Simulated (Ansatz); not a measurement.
MgO2: the gap against volume

MgO2, R-3m, a = 3.157 Å, c = 10.386 Å. The structure is a Materials Project entry; whether it is the stable form wasn't checked. Ansatz: r2SCAN, PAW, 500 eV, Γ-centred 12×12×12 mesh on 3 atoms, Gaussian smearing 0.02 eV; no spin polarisation. Shape and atoms are relaxed at each volume; x = ln(V/V0) with V0 = 9.960 Å³/atom. The gap is read at the mesh points alone.

| x | gap y (eV) |
| --- | --- |
| -0.1278 | 3.585 |
| -0.0943 | 3.474 |
| -0.0619 | 3.366 |
| -0.0305 | 3.263 |
| 0.0000 | 3.160 |
| 0.0296 | 3.065 |
| 0.0583 | 2.973 |
| 0.0953 | ? |

Q: Fit a straight line to the other rows, give the volume deformation potential of the gap and its pressure coefficient, and predict the missing gap. B0 = 133.9 GPa.

A: Means x = -0.03237, y = 3.2694; Σ(Δx)² = 0.02693, ΣΔxΔy = -0.08874; the slope is their ratio. y = 3.1628 − 3.2954 x. The slope is the deformation potential a = dE_g/d ln V = -3.30 eV, and dE_g/dP = −a/B0 = 24.6 meV/GPa. At x = 0.0953 the fit asked for gives 2.849 eV. The run gave 2.855 eV, so the fit is 0.006 eV too low, a small miss on the scale of the series.

Semilocal functionals give gaps under the measured ones; changes of the gap mostly carry over better.